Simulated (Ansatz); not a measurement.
## HgTe (F-43m): PBEsol against r²SCAN and LDA

```xyz
2
Lattice="0.0000 3.2548 3.2548 3.2548 0.0000 3.2548 3.2548 3.2548 0.0000" Properties=species:S:1:pos:R:3 pbc="T T T"
Hg    0.0000    0.0000    0.0000
Te    4.8823    4.8823    4.8823
```

This cell (34.48 Å³ an atom) was relaxed by PAW under PBEsol, and each functional gets its own cell relaxed so. Quantity: harmonic phonons by finite displacements (negative means unstable), on a 2×2×2 q mesh.

Runs: (1) PBEsol, PAW on Ansatz 0.2.0's default frozen-core files (fitted under PBE), scalar-relativistic; k mesh 10×10×10, Fermi-Dirac smearing of 0.080 eV, cutoff 420 eV. (2) r²SCAN, PAW on Ansatz 0.2.0's default frozen-core files (fitted under PBE), scalar-relativistic; k mesh 10×10×10, Fermi-Dirac smearing of 0.100 eV, cutoff 500 eV. (3) LDA, PAW on Ansatz 0.2.0's default frozen-core files (fitted under PBE), scalar-relativistic; k mesh 10×10×10, Fermi-Dirac smearing of 0.100 eV, cutoff 420 eV.

Under PBEsol: highest mode = 134 cm⁻¹, lowest at L = 20.5 cm⁻¹, lowest at X = 18.5 cm⁻¹, highest at Γ = 109 cm⁻¹.

Problem. Which way does r²SCAN move the volume, and by how much?

Solution. a = 6.571 Å, 35.47 Å³ an atom: 2.9 % larger.

Problem. What does r²SCAN give for these quantities?

Solution. 

```
    quantity     PBEsol     r²SCAN  change
highest mode   134 cm⁻¹   133 cm⁻¹    -1 %
 lowest at L  20.5 cm⁻¹  18.9 cm⁻¹    -8 %
 lowest at X  18.5 cm⁻¹  14.5 cm⁻¹   -22 %
highest at Γ   109 cm⁻¹   101 cm⁻¹    -7 %
```

Problem. Which way does LDA move the volume, and by how much?

Solution. a = 6.435 Å, 33.31 Å³ an atom: 3.4 % smaller.

Problem. What does LDA give for these quantities?

Solution. 

```tsv
quantity	PBEsol	LDA	change
highest mode	134 cm⁻¹	141 cm⁻¹	+5 %
lowest at L	20.5 cm⁻¹	21.0 cm⁻¹	+3 %
lowest at X	18.5 cm⁻¹	19.9 cm⁻¹	+7 %
highest at Γ	109 cm⁻¹	116 cm⁻¹	+6 %
```

Limits of these numbers: frozen-core PAW files fitted under PBE, their cores solved anew for the functional of the run; the gap is closed or tiny at this level, so small that the run used smearing; responses move with mesh and smearing; no spin-orbit coupling on heavy atoms; a very soft zone-boundary mode, near an instability or sensitive to the mesh.
